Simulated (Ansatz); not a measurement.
BaAg2As2 in space group I4/mmm (No. 139; Ba on 2a, Ag on 4d, As on 4e) under volume change, PBE (plane waves, PAW; program Ansatz), shape and atoms relaxed at each volume.

```tsv
V (Å³/atom)	E − E(relaxed) (meV/atom)	P (GPa)
21.818	41.4	6.72
22.537	17.3	4.08
23.257	(withheld)	(withheld)
23.976	0.0	0.00
24.695	(withheld)	(withheld)
25.415	13.6	-2.87
26.134	29.1	-3.98
```

### Question
Complete the blanks.

### Answer

- 24.695, E − E(relaxed) (meV/atom): 3.6
- 24.695, P (GPa): -1.57
- 23.257, E − E(relaxed) (meV/atom): 4.1
- 23.257, P (GPa): 1.87

### Question
What does a third-order Birch–Murnaghan fit give for V₀, B₀ and B′?

### Answer
V₀ = 23.98 Å³/atom, B₀ = 56.8 GPa, B′ = 4.8.

The workflow started from an entry of the Crystallography Open Database (COD, 295 K). Its standing as an ambient phase is unchecked. Symmetry was held in the PBE relaxation; whether a distortion lowers the energy is not shown. The run is not spin-polarised. Spin–orbit coupling is left out wherever it is not named.

Potentials: the later of the program's two PAW sets.
